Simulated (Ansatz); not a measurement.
## C (Fd-3m) under pressure

```xyz
2
Lattice="1.7659 1.7659 0.0000 -1.7659 1.7659 0.0000 0.0000 1.7659 1.7659" Properties=species:S:1:pos:R:3 pbc="T T T"
C     0.0000    1.7659    0.0000
C     0.8829    2.6488    0.8829
```

This is the zero-pressure cell under LDA. Cell and atoms are relaxed by PAW (default files of Ansatz 0.2.0, cutoff 420 eV, stress met within about 0.05 GPa) at each pressure, in this structure whether or not another phase would take over; P is the pressure reached, less that of this cell. Levels come from LDA, all-electron LAPW in Ansatz 0.2.0, scalar-relativistic; k mesh 12×12×12, fixed occupations, basis error target 0.5 meV/atom. Conduction levels are in eV over the valence top (at Γ), at fixed fractional wave vectors («min» is a refined band extremum of the unstrained crystal off the named points). Zone-centre phonons come from finite displacements by PAW.

| P (GPa) | V/V₀ | min | X | Γ | L | T2g (cm⁻¹) |
| --- | --- | --- | --- | --- | --- | --- |
| -1.99 | 1.0043 | 4.164 | 4.770 | 5.618 | 8.495 | 1317.6 |
| 0.00 | 1.0000 | 4.174 | 4.780 | 5.630 | 8.514 | 1323.4 |
| 1.96 | 0.9958 | 4.184 | 4.789 | 5.642 | 8.531 | 1329.0 |
| 4.00 | 0.9916 | 4.195 | 4.799 | 5.654 | 8.550 | 1334.8 |
| 7.00 | 0.9855 | 4.210 | 4.813 | 5.671 | 8.576 | 1343.2 |
| 10.00 | ? | ? | ? | ? | ? | ? |
| 14.99 | 0.9701 | 4.249 | 4.848 | 5.716 | 8.644 | 1364.7 |

**Question.** Fit the third-order Birch-Murnaghan equation to the rows shown.

**Answer.** With f = [(V₀/V)^(2/3) − 1]/2, the normalised pressure F = P/[3f(1 + 2f)^(5/2)] is 469.8 GPa at f = -0.0014, 466.9 GPa at f = 0.0014, 466.6 GPa at f = 0.0028, 466.0 GPa at f = 0.0049, 464.4 GPa at f = 0.0102. The line F = B₀[1 + (3/2)(B′ − 4)f] gives B₀ = 468.2 GPa and B′ = 3.4.

**Question.** What are the volume deformation potentials and pressure coefficients of these levels at zero pressure?

**Answer.** 

| level | dE/dlnV (eV) | dE/dP = −(dE/dlnV)/B₀ (meV/GPa) | mean slope up to 2.0 GPa (meV/GPa) |
| --- | --- | --- | --- |
| min | -2.46 | 5.2 | 5.2 |
| X | -2.27 | 4.8 | 4.8 |
| Γ | -2.83 | 6.0 | 6.0 |
| L | -4.28 | 9.1 | 9.1 |

dE/dlnV is the slope of a cubic fit in ln V at V₀. The last column is read from two rows and shows how the slope bends with pressure.

**Question.** What mode Grüneisen parameters follow?

**Answer.** γ = −d ln ω/d ln V at V₀ from a quadratic fit in ln V: T2g 1.02.

**Question.** What belongs in the row at 10.00 GPa?

**Answer.** The fits give V/V₀ = 0.9796 and min = 4.225 eV. Computed: V/V₀ = 0.9796, min = 4.225, X = 4.826, Γ = 5.688, L = 8.602, T2g (cm⁻¹) = 1351.4.

Known limits: no other phase was computed; many crystals of this kind change structure within this range, and rows or crossings beyond such a change describe a metastable lattice; the frozen-core PAW files of the relaxations were fitted under PBE, their cores solved anew for this functional; semilocal gaps are low, and the spacing of valleys can be off by tenths of an eV; levels are read at fixed fractional k, so an edge that moves off these points is missed.
